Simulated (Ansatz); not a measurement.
**Structures of VI: which is lowest?**

Plane-wave DFT in Ansatz with scalar-relativistic PAW potentials, cutoff 420 eV, Γ-centred meshes chosen by cell and gap, Gaussian smearing with energies taken to zero width. Every cell was relaxed (cell and atoms) in a run of its own, within the symmetry of its start. Functional: PBE.

Relaxed structures (starts from databases or built by putting these elements on another compound's sites):
A. Fm-3m, 2 atoms in the computed cell, a = 5.927 Å; sites (symmetry × multiplicity) V m-3m × 4, I m-3m × 4; start: built
B. Pm-3m, 2 atoms in the computed cell, a = 3.626 Å; sites (symmetry × multiplicity) V m-3m × 1, I m-3m × 1; start: built

Question: Rank them by energy. Could pressure change the order?

Answer:
```tsv
structure	group	E − E(lowest) (meV/atom)	V (Å³/atom)	gap on mesh (eV)
A	Fm-3m	0.0	26.02	0.00
B	Pm-3m	144	23.84	0.00
```

A is lowest, 144 meV/atom under B. B is denser by 2.18 Å³/atom, so pressure favours it: ΔE/ΔV, with ΔE in eV and 1 eV/Å³ = 160.2 GPa, gives about 11 GPa for equal enthalpy if both cells were rigid, a rough figure since the two compress differently. Other structures may lie lower than all of these, and vibrations aren't counted.

Spin-orbit coupling is left out, which matters for the bands of heavy elements. The cell holds one magnetic atom, so it can only be ferromagnetic; an antiferromagnetic order may lie lower. Magnetic cells started from one order each; another order can shift an energy by tens of meV per atom.